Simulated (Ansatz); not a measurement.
AlP (zinc blende, F-43m) under volume change, PBE (plane waves, PAW; program Ansatz), scaled uniformly.

| V (Å³/atom) | E − E(relaxed) (meV/atom) | P (GPa) |
|---|---|---|
| 19.005 | 51.3 | 9.47 |
| 19.632 | [?] | [?] |
| 20.258 | 5.1 | 2.68 |
| 20.885 | 0.0 | 0.00 |
| 21.512 | 4.6 | -2.30 |
| 22.138 | [?] | [?] |
| 22.765 | 37.6 | -5.94 |

Problem. Complete the blanks.

Solution. 
- 22.138, E − E(relaxed) (meV/atom): 17.5
- 22.138, P (GPa): -4.26
- 19.632, E − E(relaxed) (meV/atom): 21.6
- 19.632, P (GPa): 5.81

Problem. What does a third-order Birch–Murnaghan fit give for V₀, B₀ and B′?

Solution. V₀ = 20.88 Å³/atom, B₀ = 82.5 GPa, B′ = 4.2.

The cell was relaxed with PBE under the symmetry of its start; phonons on a q-mesh show no instability.

Potentials: the later of the program's two PAW sets.
